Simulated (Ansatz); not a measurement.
The elements of this relaxed trial crystal are hidden behind letters.

```
lattice vectors (Å)
   4.6332    0.0000    0.0000
  -2.3166    4.0125    0.0000
   0.0000    0.0000   11.3163
fractional positions
X 0.3333 0.6667 0.9994
X 0.6667 0.3333 0.6693
Z 0.0000 0.0000 0.3321
Q 0.0000 0.0000 0.0792
Q 0.6667 0.3333 0.4202
Q 0.3333 0.6667 0.7499
```

Theory: DFT PBE, scalar-relativistic, plane waves, PAW (Ansatz 0.2.0). Cutoff 420 eV, Γ-centred 6×6×4 mesh (6-atom cell), Gaussian smearing of 0.02 eV, no spin polarisation.

* Space group: P3m1 (No. 156)
* Conventional cell: a = 4.633 Å, c = 11.316 Å
* Volume per atom: 35.06 Å³
* Density: 4.29 g/cm³
* Formation energy: −0.740 eV/atom
* Gap on the 6×6×4 mesh of the 6-atom cell: 1.46 eV

Energies are uncorrected and count from the elements' standard states at the same level.

Q: X is an s-block element of period 3, Z is a d-block element of period 5 and Q is a p-block element of period 5. Which elements are they?

A: X = Mg, Z = Cd, Q = Te, so the formula is Mg2CdTe3. Density times volume gives a mean mass of 4.29 × 35.06/1.6605 = 90.6 u per atom, and this set has 90.6 u. Among the elements that the hints allow, noble gases aside, only these give it. Mg on its first site has 4 Te at 2.82 Å; Cd has 4 Te at 2.85–2.86 Å; around Te on its first site lie 3 Mg at 2.82 Å and 1 Cd at 2.86 Å; 3 more sites not described.

These runs have no spin–orbit coupling, which can matter for Te. Kohn–Sham gaps at this level usually fall short of measured ones. The missing spin–orbit coupling can work the other way here. A later test with randomly moved atoms came back to the same energy, though modes that don't fit the test's cell weren't probed.
